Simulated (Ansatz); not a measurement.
ZrIn (L1₀ or tetragonal B2, P4/mmm), the program Ansatz at the r²SCAN level (PAW), all energies at zero smearing, with the estimated change up to a 700 eV cutoff added, with one set of potentials and settings (totals compare only within such a set). Cell of 2 atoms (1 Zr, 1 In): -9807.811 eV.

```csv
element,reference phase,E (eV/atom)
Zr,"P6_3/mmc, 2 atoms in the cell",-4195.0547
In,"I4/mmm, 1 atoms in the cell",-5611.8812
```

Formation energy per atom, worked out: (-9807.811 − 1×(-4195.0547) − 1×(-5611.8812))/2 = -0.437 eV/atom (-42 kJ per mol of atoms), at 0 K, without zero-point energy or fitted corrections.

The first step of the workflow began from a Materials Project structure, measured or hypothetical; the Crystallography Open Database copy checked does not list it. With Zr and In taken as one species the cell has the higher symmetry Fm-3m, so it may be an ordered model of a mixed-site phase. Whether it is the stable phase at ambient conditions was not checked. The cell was relaxed with r²SCAN under the symmetry of its start; whether a distortion lowers the energy is not shown. No spin polarisation was allowed. The references are the lowest solids computed at this level, not always the standard phases.

Potentials: the earlier of the program's two PAW sets.
